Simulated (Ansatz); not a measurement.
AlRh:
```yaml
crystal:
  lattice:
    - [2.97735, 0.00000, 0.00000]
    - [0.00000, 2.97735, 0.00000]
    - [0.00000, 0.00000, 2.97735]
  atoms:
    - { symbol: Al, position: [0.00000, 0.00000, 0.00000] }
    - { symbol: Rh, position: [0.50000, 0.50000, 0.50000] }
```

Relaxed with r²SCAN. Special points in fractions of this cell's reciprocal vectors: Γ (0.000, 0.000, 0.000); X (0.000, 0.500, 0.000); M (0.500, 0.500, 0.000); R (0.500, 0.500, 0.500).

Task: List the band energies nearest the Fermi level at these points for r²SCAN in the plane-wave PAW code Ansatz.

Result: In eV from the Fermi level; about four levels below and three above (degenerate sets whole), none deeper than 8.9 eV; points with the same levels are listed once.

```
k                          below                  above
-  -----------------------------  ---------------------
Γ  -5.22 -5.22 -1.89 -1.89 -1.89         5.41 5.41 5.41
X        -4.47 -3.45 -3.45 -1.67  0.32 6.85 10.45 10.45
M  -3.09 -3.09 -2.75 -2.75 -0.56        3.68 4.74 10.62
R  -6.29 -6.29 -6.29 -0.48 -0.48    2.33 2.95 2.95 2.95
```

Space group Pm-3m (CsCl type). The first step of the workflow began from a Materials Project structure, measured or hypothetical; the Crystallography Open Database copy checked does not list it. With Al and Rh taken as one species the cell has the higher symmetry Im-3m, so it may be an ordered model of a mixed-site phase. Its standing as an ambient phase is unchecked. The r²SCAN relaxation kept the symmetry of its start; whether a distortion lowers the energy is not shown. The run is not spin-polarised. Scalar-relativistic: spin–orbit coupling is off unless named, which matters more the heavier the elements.

Potentials: the later of the program's two PAW sets.
